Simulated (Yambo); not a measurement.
# Cd$_{2}$SeS: sweep of GW parameters

G0W0@PBEsol for Cd$_{2}$SeS (space group P3m1, No. 156) in Yambo. Reference settings: 3×3×2 Γ-centred k mesh, bands 27 to 346 and a 7 Ry block in the screening, 346 bands in G with the Bruneval-Gonze terminator, plasmon pole fitted at 27.2 eV. The PBEsol gap Γ → Γ on this mesh is 0.57 eV; G0W0 gaps are taken between the same points.

| change from the reference | G0W0 gap Γ → Γ (eV) | shift of the valence edge (eV) | rough Yambo cost |
|---|---|---|---|
| reference settings | 1.88 | -1.03 | 1 |
| 146 bands in W, 146 bands in G | 1.99 | -0.82 | about 1/3 |
| 232 bands in W, 232 bands in G | 1.90 | -0.95 | within a factor of two |
| 146 bands in G | 1.89 | -0.98 | – |
| 6 Ry block | 1.86 | -1.00 | within a factor of two |
| pole fitted at 10 eV | 1.85 | -0.90 | – |
| no random integration | 1.84 | -0.84 | – |
| 146 bands in G, no terminator | 1.77 | -0.54 | – |

The reference isn't shown to be the converged limit. Costs are rough (shared machines), scaled to the same edge states, and given only for runs that recompute the screening.

The standard potential for Se keeps a d shell in the valence without the s and p states of that shell. In tests on such compounds this moved G0W0 gaps by up to about 0.9 eV, so absolute quasiparticle energies here are unreliable; differences between settings are what counts.

Spin-orbit coupling is included.

Geometry relaxed with PBEsol; primitive cell a = b = 4.2119 Å, c = 6.8715 Å, α = β = 90.00°, γ = 120.00°.

The structure is a Materials Project entry; no match was found in the copy of COD used, and its stability was not checked.

A shift is the quasiparticle energy of the state minus its PBEsol energy.
